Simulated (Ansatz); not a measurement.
**LuHg: relaxation of cell and atoms**

All numbers below come from Ansatz 0.2.0, DFT, LDA, all-electron LAPW, scalar-relativistic.

Command: `ansatz run input.yaml --threads 1 --pin off --max-ram 2048MiB --backend cpu --events-out ev --progress --plain --runs-dir out` The run took about 62 s on 1 thread of a shared machine.

```yaml
crystal:
  lattice:
    - [3.7007299438, 0.0, 0.0]
    - [0.0, 3.7007299438, 0.0]
    - [0.0, 0.0, 3.7007299438]
  atoms:
    - { symbol: Lu, position: [0.5, 0.5, 0.5] }
    - { symbol: Hg, position: [0.0, 0.0, 0.0] }
kpoints:
  mp_grid: { grid: [9, 9, 9] }
scf:
  occupations: { method: fermi_dirac, width: 0.05 }
hamiltonian:
  xc: lda
  pseudopotentials: { kind: all_electron, lapw: { basis_error: 0.001 } }
output:
  forces: true
  stress: true
relax:
  f_tol: 0.005
  max_steps: 80
  cell: {}
```

No spin–orbit coupling, which matters for the heavy atoms here.

The geometry is COD entry 1523433, unchecked; take it as a test cell. The listed cell was then made from it by scaling, straining or moving an atom.

Each frame lists the cell vectors (Å), then Cartesian positions (Å); symmetry keeps all forces zero. Free energies count from the first step, -929543.7691 eV.

The walk took 5 evaluations in all; steps that aren't listed are left out.

Step 1: E = 0.0 meV, P = -8.62 GPa

```
cell 3.7007 0.0000 0.0000 0.0000 3.7007 0.0000 0.0000 0.0000 3.7007
Lu    1.8504    1.8504    1.8504
Hg    0.0000    0.0000    0.0000
```

Step 2: E = -181.3 meV, P = 1.99 GPa

```
cell 3.5203 0.0000 0.0000 0.0000 3.5203 0.0000 0.0000 0.0000 3.5203
Lu    1.7602    1.7602    1.7602
Hg    0.0000    0.0000    0.0000
```

Step 3: E = -186.5 meV, P = -0.49 GPa

```
cell 3.5514 0.0000 0.0000 0.0000 3.5514 0.0000 0.0000 0.0000 3.5514
Lu    1.7757    1.7757    1.7757
Hg    0.0000    0.0000    0.0000
```

(1) How does the relaxation end?

Results:

(1) It converges, with a = 3.545 Å, b = 3.545 Å, c = 3.545 Å, α = 90.00°, β = 90.00°, γ = 90.00° (conventional cell, space group Pm-3m). The last solve (on a basis chosen afresh for the final cell, so its energy is not quite comparable) gives E = -186.9 meV, P = -0.02 GPa:
```
cell 3.5452 0.0000 0.0000 0.0000 3.5452 0.0000 0.0000 0.0000 3.5452
Lu    1.7726    1.7726    1.7726
Hg    0.0000    0.0000    0.0000
```
